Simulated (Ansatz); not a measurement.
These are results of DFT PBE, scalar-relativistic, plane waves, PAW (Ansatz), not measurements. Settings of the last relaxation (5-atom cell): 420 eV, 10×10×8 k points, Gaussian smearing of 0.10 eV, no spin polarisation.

Energies over the elements count from the elements' standard structures at the same level (O₂ as a molecule), with no fitted energy shifts.

Question: Give a relaxed trial structure of a tetragonal metal made of Bi, Ge and O, with a formation energy near −0.60 eV/atom and a density near 6.8 g/cm³, in a cell of 5 atoms.

Answer: Ge2BiO2, space group P4mm (No. 99). Ge has 1 O at 1.89 Å; Bi is surrounded by 4 O at 2.27 Å; around O lie 1 Ge at 1.89 Å and 2 Bi at 2.27 Å.

```cif
data_structure
_symmetry_space_group_name_H-M 'P4mm'
_symmetry_Int_Tables_number 99
_cell_length_a 4.0891
_cell_length_b 4.0891
_cell_length_c 5.6284
_cell_angle_alpha 90.000
_cell_angle_beta 90.000
_cell_angle_gamma 90.000
_cell_volume 94.11
loop_
_atom_site_label
_atom_site_type_symbol
_atom_site_symmetry_multiplicity
_atom_site_Wyckoff_symbol
_atom_site_fract_x
_atom_site_fract_y
_atom_site_fract_z
_atom_site_occupancy
Ge1 Ge 2 c 0.50000 0.00000 0.10544 1
Bi1 Bi 1 b 0.50000 0.50000 0.61693 1
O1 O 2 c 0.50000 0.00000 0.44061 1
```

| Property | Result |
| --- | --- |
| Volume per atom | 18.8 Å³ |
| Density | 6.8 g/cm³ |
| Energy over the elements | −0.60 eV/atom |
| Gap on the 10×10×8 mesh of the 5-atom cell | 0 eV (a metal) |

The cell was found from a structure generator's guess, not taken from experiment. Other answers may fit too; this one was computed.

No dispersion correction is applied, so the spacing and binding between layers, chains or molecules are poorly described. Spin–orbit coupling, which can matter for Bi, is left out. An odd number of electrons in the primitive cell allows no gap without spin; a larger cell or a magnetic state could open one. A structure relaxed within its symmetry needn't be a true minimum. Another cell of Ge2BiO2 relaxed alike, in I4/mmm, lies 49 meV/atom lower, so this cell isn't the stable form at this level.
